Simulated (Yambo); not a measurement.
G0W0@PBEsol for SnSe$_{2}$ (CdI2 type, space group P-3m1, No. 164) in Yambo (3×3×2 mesh, 8 Ry block, plasmon pole, screening fixed), without a terminator:

| bands N in G | gap Γ → Γ (eV) | shift of the valence edge (eV) |
|---|---|---|
| 128 | 1.276 | -0.506 |
| 210 | 1.286 | -0.762 |
| 322 | 1.293 | -0.879 |

Task: Extrapolate both columns to infinite N with E(N) = E∞ + A/N, test the form, and compare with the terminator.

Result: From two points, E∞ = (N2 E2 − N1 E1)/(N2 − N1). The two largest N give 1.31 eV for the gap and -1.10 eV for the shift; the two smallest give 1.30 eV and -1.16 eV. For the gap the slopes A are -3.3 and -4.2 eV: the form isn't reached, and its limit is uncertain. For the shift the slopes A are 84 and 71 eV: the form isn't reached, and its limit is uncertain. With the Bruneval-Gonze terminator and 322 bands the run gives 1.28 eV and -0.95 eV, 0.03 eV and 0.15 eV from the extrapolated values: the terminator too is an estimate of the remainder. Block, mesh and the bands in W are held fixed.

The standard potentials for Se, Sn keep a d shell in the valence without the s and p states of that shell. In tests on such compounds this moved G0W0 gaps by up to about 0.9 eV, so absolute quasiparticle energies here are unreliable; differences between settings are what counts.

Spin-orbit coupling is included.

Geometry relaxed with PBE+D3(BJ); primitive cell a = b = 3.845 Å, c = 5.991 Å, α = β = 90.00°, γ = 120.00°.

A shift is the quasiparticle energy of the state minus its PBEsol energy.
